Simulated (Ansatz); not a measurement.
YS:
```
YS
1.0
    0.00000     2.76293     2.76293
    2.76293     0.00000     2.76293
    2.76293     2.76293     0.00000
Y S
1 1
Direct
  0.50000   0.50000   0.50000
  0.00000   0.00000   0.00000
```

Relaxed with r²SCAN. Special points in fractions of this cell's reciprocal vectors: Γ (0.000, 0.000, 0.000); X (0.500, 0.000, 0.500); U (0.625, 0.250, 0.625); K (0.375, 0.375, 0.750); L (0.500, 0.500, 0.500); W (0.500, 0.250, 0.750).

Q: List the band energies nearest the Fermi level at these points for plane-wave PAW r²SCAN (Ansatz code).

A: In eV from the Fermi level; about four levels below and three above (degenerate sets whole), none deeper than 8.9 eV; points with the same levels are listed once.

```
k                                below                above
-  -----------------------------------  -------------------
Γ  -3.98 -3.98 -3.98 -0.24 -0.24 -0.24       0.62 0.62 1.51
X              -6.11 -4.70 -4.70 -2.39  1.86 3.41 3.74 3.74
U              -6.10 -5.96 -5.26 -0.65       2.92 3.07 3.45
L                    -7.59 -5.77 -5.77  2.06 2.68 2.76 2.76
W                    -5.97 -5.76 -5.76       0.78 0.78 2.85
```

Space group Fm-3m (rock salt). The workflow started from a Materials Project entry (that database holds measured and hypothetical structures alike); the Crystallography Open Database files this formula in space group No. 225, but the cells were not matched. Its standing as an ambient phase is unchecked. The r²SCAN relaxation kept the symmetry of its start; whether a distortion lowers the energy is not shown. The run is not spin-polarised. With an odd number of electrons in the cell and no spin polarisation, the count alone makes it a metal. Spin–orbit coupling is left out wherever it is not named.

Potentials: the earlier of the program's two PAW sets.
